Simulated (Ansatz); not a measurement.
InP:
```xyz
4
Lattice="4.1110 0.0000 0.0000 -2.0555 3.5603 0.0000 0.0000 0.0000 6.7531" Properties=species:S:1:pos:R:3 pbc="T T T"
In     2.0555     1.1868     3.3787
In     0.0000     2.3735     0.0022
P      2.0555     1.1868     5.9068
P      0.0000     2.3735     2.5302
```

Relaxed with LDA. Special points in fractions of this cell's reciprocal vectors: Γ (0.000, 0.000, 0.000); M (0.500, 0.000, 0.000); K (0.333, 0.333, 0.000); A (0.000, 0.000, 0.500); L (0.500, 0.000, 0.500); H (0.333, 0.333, 0.500).

**Question.** List the band energies nearest the valence-band maximum at these points for LDA (plane waves, PAW; program Ansatz).

**Answer.** In eV from the valence-band maximum; about four levels below and three above (degenerate sets whole), none deeper than 8.9 eV; points with the same levels are listed once.

| k | below | above |
|---|---|---|
| Γ | -1.08 -1.08 -0.12 0.00 0.00 | 0.64 1.10 3.82 3.82 |
| M | -3.68 -2.45 -2.09 -1.06 | 1.67 2.45 3.54 |
| K | -4.10 -2.70 -2.70 -2.45 | 2.36 4.27 4.27 |
| A | -0.60 -0.60 -0.60 -0.60 | 1.69 1.69 4.44 4.44 4.44 4.44 |
| L | -1.92 -1.92 -1.85 -1.85 | 1.61 1.61 3.16 3.16 |
| H | -3.43 -3.43 -1.54 -1.54 | 2.42 2.42 4.50 4.50 |

Space group P6_3mc (wurtzite). The first step of the workflow began from a Materials Project structure, measured or hypothetical; the Crystallography Open Database copy checked does not list it. It is not the phase usual at ambient conditions (space group No. 216). Symmetry was held in the LDA relaxation; of distortions, only those at the zone centre were tested. Spin–orbit coupling is left out wherever it is not named.

Potentials: the later of the program's two PAW sets.
